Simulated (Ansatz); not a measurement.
Frames from the relaxation of a relaxed Bi cell shaken by Gaussian noise of σ = 0.08 Å a coordinate, as extended XYZ (Å, eV, eV/Å, GPa with compression positive). These are r2SCAN (plane waves to 500 eV, PAW, scalar-relativistic; Ansatz, a first-principles code) values and carry that method's errors. Γ-centred k-mesh 5×5×5 on the run's cell (coarser than for final values), Fermi–Dirac smearing 0.05 eV.

```xyz
8
Lattice="6.3491 0.0000 0.0000 0.0000 6.3491 0.0000 0.0000 0.0000 6.3491" Properties=species:S:1:pos:R:3:forces:R:3 pbc="T T T" step=1 free_energy=-99285.612 pressure=0.3 accepted=T
Bi     1.7459     0.0617     3.1569   -0.0252   -0.0570    0.0421
Bi     4.8480     0.1297     3.0579    0.3088   -0.0113   -0.0610
Bi     0.0161     3.1640     1.6759   -0.0951   -0.0053   -0.1175
Bi     0.1099     3.0733     4.7456    0.0122   -0.0786    0.3859
Bi     3.3950     1.6916    -0.0432    0.1008   -0.0969   -0.1254
Bi     3.1430     4.7902     0.0365   -0.1946    0.2932   -0.0415
Bi    -0.0232    -0.0239     0.0046   -0.0456   -0.2563   -0.0947
Bi     3.2072     3.3201     3.1866   -0.0613    0.2122    0.0120
8
Lattice="6.3838 -0.0158 -0.0149 -0.0158 6.3688 -0.0057 -0.0149 -0.0057 6.3639" Properties=species:S:1:pos:R:3:forces:R:3 pbc="T T T" step=2 free_energy=-99285.839 pressure=-0.2 accepted=T
Bi     1.8025     0.0775     3.1533    0.2749   -0.0470    0.0109
Bi     4.9676     0.1260     3.0072    0.3251   -0.0473   -0.1272
Bi    -0.0383     3.1403     1.7230   -0.2083   -0.0659    0.2250
Bi     0.1035     2.9963     4.8695   -0.0687   -0.1435    0.4089
Bi     3.4379     1.7119    -0.1062    0.1151    0.2247   -0.2105
Bi     3.0473     4.8826     0.0072   -0.2279    0.2156   -0.0656
Bi    -0.0583    -0.1292    -0.0306   -0.1098   -0.3542   -0.1752
Bi     3.1919     3.3964     3.1807   -0.1003    0.2176   -0.0664
8
Lattice="6.3832 -0.0234 -0.0156 -0.0234 6.3687 -0.0059 -0.0156 -0.0059 6.3457" Properties=species:S:1:pos:R:3:forces:R:3 pbc="T T T" step=3 free_energy=-99286.325 pressure=0.5 accepted=T
Bi     1.9471     0.1072     3.1000    0.3899   -0.0940    0.0241
Bi     5.1167     0.0875     2.9312    0.4759   -0.0831   -0.1608
Bi    -0.1192     3.0949     1.8769   -0.2511   -0.0220    0.3894
Bi     0.0702     2.8986     5.0280   -0.1179   -0.1525    0.5338
Bi     3.4426     1.8120    -0.1805    0.0362    0.3988   -0.2947
Bi     2.9481     4.9847    -0.0405   -0.2030    0.2942   -0.0017
Bi    -0.1171    -0.2513    -0.0962   -0.1928   -0.3423   -0.3055
Bi     3.1433     3.4478     3.1378   -0.1370    0.0010   -0.1845
```

The path has 17 moves and ends in R-3m (No. 166) (AFLOW prototype A_hR2_166_c (A7, as in As)), 0.35 eV/atom below its start. Free energies are of the whole cell and compare only within this code, potentials and settings.  No spin polarisation in the result.

Of the parent cell (Pm-3n (No. 223)): it is a generated cell of Bi: the first start was made by placing the elements on the sites of a structure type, and the end was not matched to a known phase here, so it may be hypothetical. Known forms of Bi include space group No. 166.
